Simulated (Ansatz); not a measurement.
# Elastic constants of BaSO: input and output

Method: DFT PBEsol, scalar-relativistic, plane waves, PAW (Ansatz 0.2.0).

It can be run as:
```bash
ansatz run input.yaml --threads 1 --pin off --backend cpu --events-out ev --progress --plain --runs-dir out  # memory cap (--max-ram) not shown
```

Input (bare energies are in eV):
```yaml
crystal:
  lattice:
    - [-2.1466469446, 2.1466469446, 3.6269062958]
    - [2.1466469446, -2.1466469446, 3.6269062958]
    - [2.1466469446, 2.1466469446, -3.6269062958]
  atoms:
    - { symbol: Ba, position: [-0.0254693704, -0.0254693704, 0.0] }
    - { symbol: S, position: [0.3977102255, 0.3977102255, 0.0] }
    - { symbol: O, position: [0.6277591448, 0.6277591448, 0.0] }
basis:
  ecutwfc: 420
kpoints:
  mp_grid: { grid: [10, 10, 10] }
hamiltonian:
  xc: pbesol
scf:
  occupations: { method: fixed }
output:
  forces: true
  stress: true
  eigenvalues: true
  polarization: {}
elastic:
  mode: clamped_ion
```

From the output:
```
--- Elastic constants: 4 strain directions × 4 members + reference (group order 8) ---
  dense FFT box of the reference and of every strained cell: 32×32×32
  strains applied: 11, 33, 23, 12; error gains: componentwise 1.00 (the most a stress slope's error grows in a printed constant), spectral 1.41 (1 for all six strains in a standard setting)
  C = ∂σ_k/∂η_j (tension-positive GPa; Voigt order 11 22 33 23 13 12):
        73.807     36.825     25.547     -0.000     -0.000     -0.000
        36.825     73.807     25.547     -0.000     -0.000     -0.000
        25.559     25.559    231.192      0.000     -0.000      0.000
         0.000      0.000      0.000     13.733      0.000      0.000
         0.000      0.000      0.000     -0.000     13.733      0.000
         0.000     -0.000      0.000     -0.000      0.000     36.612
  reference stress σ⁰ (GPa):     -0.002     -0.002      0.005      0.000     -0.000      0.000
  C* (energy form; C + prestress term) asymmetry max|C*_kj − C*_jk| = 1.909e-2 GPa — a small one proves nothing (zero by symmetry where the batch's group is 432, −43m or m−3m); a large one is finite-difference/SCF noise where every solve ...
  moduli (Voigt/Reuss/Hill, GPa): K = 61.63/51.55/56.59   G = 32.21/20.64/26.42   E = 68.59   ν = 0.298
  mechanically stable: yes (min eigenvalue of sym C = 13.73 GPa)
  e, the proper piezoelectric tensor (elastic.mode: clamped_ion; C/m²; rows x y z; Voigt order 11 22 33 23 13 12):
      -0.00000    0.00000   -0.00000    0.00000    0.15250    0.00000
       0.00000    0.00000   -0.00000    0.15250   -0.00000   -0.00000
       0.15546    0.15546   -0.27995   -0.00000   -0.00000    0.00000
  ±, each entry's uncertainty from the finite density of the strings (C/m²), an estimate: the size of the correction for it that the entry includes:
       0.00000    0.00000    0.00000    0.00000    0.00493    0.00000
       0.00000    0.00000    0.00000    0.00493    0.00000    0.00000
       0.00179    0.00179    0.00292    0.00000    0.00000    0.00000
  the group's symmetry takes up to 1.3e-7 C/m² out of the measured responses: error of the strings' finite density and of the mesh across them, as far as it breaks the symmetry (raise kpoints.mp_grid and any string_points); the largest step ...
  strain η (Voigt 11):  stress-route row diagonal C_11 = 73.81 GPa, energy-path curvature d²(F+E_count+ΔE)/dδ²/Ω₀ = 73.72 GPa
    cells at ±δ against ±2δ: C21 36.82 and 36.80 GPa, apart by 0.03 % of the column's largest entry
         δ    σ_11 (GPa) F (eV) n_scf n_hpsi n_pw
    -4.000e-3      -0.3003       -7310.8975569      10   63957   1318
    -2.000e-3      -0.1505       -7310.8977515      10   62838   1322
     2.000e-3       0.1447       -7310.8977419      10   62797   1324
     4.000e-3       0.2901       -7310.8975605      11   73117   1326
  strain η (Voigt 33):  stress-route row diagonal C_33 = 231.19 GPa, energy-path curvature d²(F+E_count+ΔE)/dδ²/Ω₀ = 231.24 GPa
    cells at ±δ against ±2δ: C33 231.23 and 231.33 GPa, apart by 0.04 % of the column's largest entry
         δ    σ_33 (GPa) F (eV) n_scf n_hpsi n_pw
    -4.000e-3      -0.9416       -7310.8970693      10   37831   1322
    -2.000e-3      -0.4629       -7310.8976322      10   37897   1322
     2.000e-3       0.4620       -7310.8976331      10   37815   1324
     4.000e-3       0.9090       -7310.8970654      10   37803   1326
  strain η (Voigt 23):  stress-route row diagonal C_44 = 13.73 GPa, energy-path curvature d²(F+E_count+ΔE)/dδ²/Ω₀ = 13.72 GPa
    cells at ±δ against ±2δ: C44 13.73 and 13.74 GPa, apart by 0.03 % of the column's largest entry
         δ    σ_23 (GPa) F (eV) n_scf n_hpsi n_pw
    -4.000e-3      -0.0549       -7310.8977783      10   99826   1322
    -2.000e-3      -0.0275       -7310.8978120      10  100962   1322
     2.000e-3       0.0275       -7310.8978120      10  101283   1322
     4.000e-3       0.0549       -7310.8977783      10   99936   1322
  strain η (Voigt 12):  stress-route row diagonal C_66 = 36.61 GPa, energy-path curvature d²(F+E_count+ΔE)/dδ²/Ω₀ = 36.61 GPa
    cells at ±δ against ±2δ: C66 36.61 and 36.61 GPa, apart by 0.01 % of the column's largest entry
         δ    σ_12 (GPa) F (eV) n_scf n_hpsi n_pw
    -4.000e-3      -0.1464       -7310.8976829       9   59930   1322
    -2.000e-3      -0.0732       -7310.8977771       9   60808   1324
     2.000e-3       0.0732       -7310.8977771       9   60828   1324
     4.000e-3       0.1464       -7310.8976829       9   59884   1322
--- Formal polarisation (Berry phase): one branch of a lattice of values; only differences between neighbouring runs are physical ---
  axis mesh electronic ionic p = total spread (rad) least overlap resolved gap  δp at fixed H ≤   (phases in cycles; p mod 2; gap in eV; gap and δp judge the states as solved, not the mesh's step, its ...
  b1    10×10×10       -0.97882826     5.89812252     4.91929426      0.064470         0.9614        0.9038           4.8e-6
  b2    10×10×10       -0.97882826     5.89812252     4.91929426      0.064470         0.9614        0.9038           4.8e-6
  b3    10×10×10       -0.00000000     0.00000000    -0.00000000      0.000000         0.9350        0.9038           5.7e-6
  quantum along a1:   0.14149842 e/Å² =   226.705459 µC/cm²
  quantum along a2:   0.14149842 e/Å² =   226.705459 µC/cm²
  quantum along a3:   0.14149842 e/Å² =   226.705459 µC/cm²
  P = ( -0.00000000,  -0.00000000,   0.53376680) e/Å² = (   -0.000000,    -0.000000,   855.188701) µC/cm²  (mod the quanta)
```

The cell was built by swapping an element in a database structure (itself possibly hypothetical) and relaxing; it need not be the stable form of this composition. Spin–orbit coupling is left out, which matters for heavy elements.

Clamped-ion constants are upper bounds: once the atoms relax, a strain can turn out softer or unstable.